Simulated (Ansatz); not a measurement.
Given:

TaN:
```cif
data_NTa
_chemical_formula_sum 'Ta1 N1'
_space_group_name_H-M_alt 'P 1'
_space_group_IT_number 1
_cell_length_a 3.07420
_cell_length_b 3.07420
_cell_length_c 3.07420
_cell_angle_alpha 60.000
_cell_angle_beta 60.000
_cell_angle_gamma 60.000
loop_
_space_group_symop_operation_xyz
  'x, y, z'
loop_
_atom_site_label
_atom_site_type_symbol
_atom_site_fract_x
_atom_site_fract_y
_atom_site_fract_z
_atom_site_occupancy
Ta1 Ta 0.50000 0.50000 0.50000 1
N1 N 0.00000 0.00000 0.00000 1
```

This is the LDA-relaxed structure.

Task: All from LDA in the plane-wave PAW code Ansatz, unless another level is named. Estimate the electronic character.

Result: metallic (no gap).

Task: What about the formation energy from the elements (no fitted shifts)?

Result: -1.23 eV/atom.

Task: Next, the density of states at the Fermi level?

Result: 0.35 states/eV per atom (mean over ±0.08 eV).

Space group Fm-3m (rock salt). The LDA relaxation kept the symmetry of its start; of distortions, only those at the zone centre were tested. No spin polarisation was allowed. The references are the lowest solids computed at this level, not always the standard phases (solids in place of the gases). Scalar-relativistic: spin–orbit coupling is off unless named, which matters more the heavier the elements.

Potentials: the earlier of the program's two PAW sets.
